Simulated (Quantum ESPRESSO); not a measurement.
## Kohn-Sham bands of HfN (rock salt)

```
CELL_PARAMETERS angstrom
      0.00000     2.25586     2.25586
      2.25586     0.00000     2.25586
      2.25586     2.25586     0.00000
ATOMIC_POSITIONS crystal
  Hf 0.00000 0.00000 0.00000
  N  0.50000 0.50000 0.50000
```

Cell from Materials Project (mp-2828), symmetrised, no further relaxation. COD (Crystallography Open Database) has an entry of this formula and space group (matched by these alone). Computed values, not measurements, from PBEsol: Quantum ESPRESSO (norm-conserving PseudoDojo potentials, cutoff 68 Ry, no spin polarisation, no spin-orbit coupling) on a Γ-centred 12×12×12 mesh, then Wannier90. Density: 12×12×12 mesh, cold smearing 0.01 Ry. Spin-orbit coupling is left out although heavy elements are present.

Energies are relative to the Fermi level; weights are on the orthonormalised atomic waves of the pseudopotential files, averaged over the group. 17 electrons a cell are treated as valence.

```csv
bands,from (eV),to (eV),filling,weight on atomic waves
1,-62.63,-62.55,filled,?
2–4,-32.00,-31.02,filled,?
5,-17.46,-14.65,filled,?
```

**Question.** Which atomic shells make up each group?

**Answer.** 
- 1, weight on atomic waves: Hf 5s 95 %
- 2–4, weight on atomic waves: Hf 5p 97 %
- 5, weight on atomic waves: N 2s 67 %, Hf 5d 19 %, Hf 6s 9 %

No gap over 0.05 eV opens at the Fermi level at this level of theory.
